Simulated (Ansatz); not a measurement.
The cell comes from COD entry 1524619, which wasn't checked; take it as a given geometry. It differs from other determinations. The listed cell was then made from it by scaling, straining or moving an atom.

An input for Cu₃Pd: DFT, PBEsol, all-electron LAPW, scalar-relativistic (Ansatz 0.2.0).

Command: `ansatz run input.yaml --threads 1 --pin off --max-ram 4096MiB --backend cpu --events-out ev --progress --plain --runs-dir out` The run took 28 s on 1 thread of Intel(R) Xeon(R) 6975P-C (Granite Rapids), on a shared host, peak memory 0.6 GiB.

```yaml
crystal:
  lattice:
    - [3.6716965363, 0.0, 0.0]
    - [0.0, 3.6716965363, 0.0]
    - [0.0, 0.0, 3.6716965363]
  atoms:
    - { symbol: Cu, position: [0.0, 0.5, 0.5] }
    - { symbol: Cu, position: [0.5, 0.0, 0.5] }
    - { symbol: Cu, position: [0.5, 0.5, 0.0] }
    - { symbol: Pd, position: [0.0, 0.0, 0.0] }
kpoints:
  mp_grid: { grid: [9, 9, 9] }
  band_path:
    path:
      - [0.0, 0.0, 0.0]
      - [0.0, 0.5, 0.0]
      - [0.5, 0.5, 0.0]
      - [0.0, 0.0, 0.0]
      - [0.5, 0.5, 0.5]
      - [0.0, 0.5, 0.0]
      - [0.5, 0.5, 0.5]
      - [0.5, 0.5, 0.0]
    npoints: 5
scf:
  occupations: { method: fermi_dirac, width: 0.05 }
hamiltonian:
  xc: pbesol
  pseudopotentials: { kind: all_electron, lapw: { basis_error: 0.0005 } }
output:
  forces: true
  stress: true
  eigenvalues: true
```

The results part of the log:

```
SCF 1 converged in 11 iterations: F = -272234.564998 eV  dr2 = 2.02e-8
NSCF: frozen V_eff on 36 k-points
SCF converged after 11 iterations
Free energy (F): -272234.564998 eV
Harris-Foulkes:  -272234.564998 eV  (|F-HF|=4.80e-8)
Internal energy: -272234.552845 eV  (E = F + TS)
E sigma→0 (E₀):  -272234.558922 eV
Entropy (-TS):   -0.012153 eV (-3.038 meV/atom)
Fermi energy:    18.060564 eV
--- Per-component energies (eV) ---
  E_band       = -4216.565597
  E_kinetic    = 280513.134941
  E_xc         = -9266.575613
  E_electrostatic = -543481.112173  (all electrons and nuclei)
  E_smearing   = -0.012153  (= −TS)
  E_closure    = 0.000000  (closes the sum)
  E_atoms      = -272216.727373  (free atoms, spherical and without spin; not in F)
  Σ components = -272234.564998   (vs F -272234.564998, Δ=0.00e0)
  Basis errors (estimates in eV, not in F): energy 1.1e-4 per atom: plane waves 9.8e-5 (5.0e-5 summed), levels above the bands 3.2e-107, relativity 9.8e-9, radial functions 1.4e-5, core shells 2.2e-7; eigenvalues (radial functions only) 4.5e-7; not estimated: angular momenta, meshes, grids; target (lapw.basis_error) 5.0e-4; muffin-tin radii Cu 1.281 Å, Pd 1.316 Å
--- Forces (eV/Å), atoms counted from 1 ---
  atom   1  Cu     0.00000000    -0.00000000     0.00000000
  atom   2  Cu    -0.00000000     0.00000000    -0.00000000
  atom   3  Cu     0.00000000    -0.00000000    -0.00000000
  atom   4  Pd     0.00000000    -0.00000000     0.00000000
  max |Σ_I F_I| component: 3.06e-30 eV/Å
--- Stress (GPa, compression-positive) ---
       -2.348711       0.000000       0.000000
        0.000000      -2.348711       0.000000
        0.000000       0.000000      -2.348711
  P = ⅓ Tr σ = -2.3487 GPa (-23.487 kbar)
--- Band table (eV; the first three rows and the last of 35) ---
  k-point 0: bands = ["-306.4671", "-306.4671", "-306.4671", "-306.4574", "-306.4574", "-93.8157", "-93.8044", "-93.8044", "-66.1011", "-51.3815", "-51.3815", "-51.3815", "-51.3243", "-51.3243", "-51.3243", "-51.3134", "-51.3134", "-51.3134", "-31.8624", "-31.8624", "-31.8624", "9.2588", "12.8040", "12.8040", "13.5674", "13.5674", "13.5674", "13.6926", "15.3447", "15.3447", "15.3447", "16.2655", "16.2655", "16.7579", "16.8838", "16.8838", "16.8838", "17.2322", "17.2322", "17.6617", "17.6617", "17.6617", "20.0655", "20.0655", "20.0655", "26.4073", "26.4642", "26.4642", "30.1689", "30.1689", "30.1689"]
  k-point 1: bands = ["-306.4671", "-306.4671", "-306.4671", "-306.4574", "-306.4574", "-93.8154", "-93.8047", "-93.8044", "-66.1011", "-51.3806", "-51.3806", "-51.3798", "-51.3245", "-51.3245", "-51.3243", "-51.3151", "-51.3140", "-51.3140", "-31.8634", "-31.8624", "-31.8624", "9.4106", "12.8656", "12.8769", "13.6118", "13.6197", "13.6197", "13.7372", "15.2934", "15.3844", "15.3844", "16.2218", "16.2807", "16.7144", "16.7144", "16.7168", "16.8839", "17.1493", "17.1852", "17.3972", "17.3972", "17.6586", "19.3321", "20.5482", "20.5482", "26.4337", "26.4468", "27.4496", "29.8577", "30.0065", "30.0065"]
  k-point 2: bands = ["-306.4671", "-306.4671", "-306.4671", "-306.4574", "-306.4574", "-93.8146", "-93.8056", "-93.8044", "-66.1011", "-51.3782", "-51.3782", "-51.3753", "-51.3254", "-51.3254", "-51.3244", "-51.3198", "-51.3155", "-51.3155", "-31.8659", "-31.8624", "-31.8624", "9.8567", "12.9827", "13.0766", "13.7386", "13.7761", "13.7761", "13.8715", "15.1489", "15.5021", "15.5021", "16.0995", "16.2194", "16.2194", "16.3207", "16.5877", "16.8841", "16.8873", "16.9979", "16.9979", "17.0724", "17.6511", "17.9596", "21.6104", "21.6104", "26.3471", "26.5075", "29.0497", "29.0497", "29.2262", "29.6588"]
  k-point 34: bands = ["-306.4671", "-306.4671", "-306.4671", "-306.4574", "-306.4574", "-93.8084", "-93.8080", "-93.8080", "-66.1005", "-51.4123", "-51.3542", "-51.3541", "-51.3541", "-51.3375", "-51.3375", "-51.3037", "-51.3037", "-51.3036", "-31.8683", "-31.8682", "-31.8682", "12.6617", "12.7294", "12.7294", "13.7282", "15.1029", "15.1029", "15.2558", "15.3281", "15.3281", "15.3796", "15.3796", "15.4239", "16.4357", "16.5008", "16.5008", "16.7605", "17.0538", "17.0538", "17.1904", "17.1904", "17.2371", "18.0235", "18.2929", "18.2929", "23.1196", "23.1196", "23.3799", "24.1367", "37.1034", "37.1034"]
```
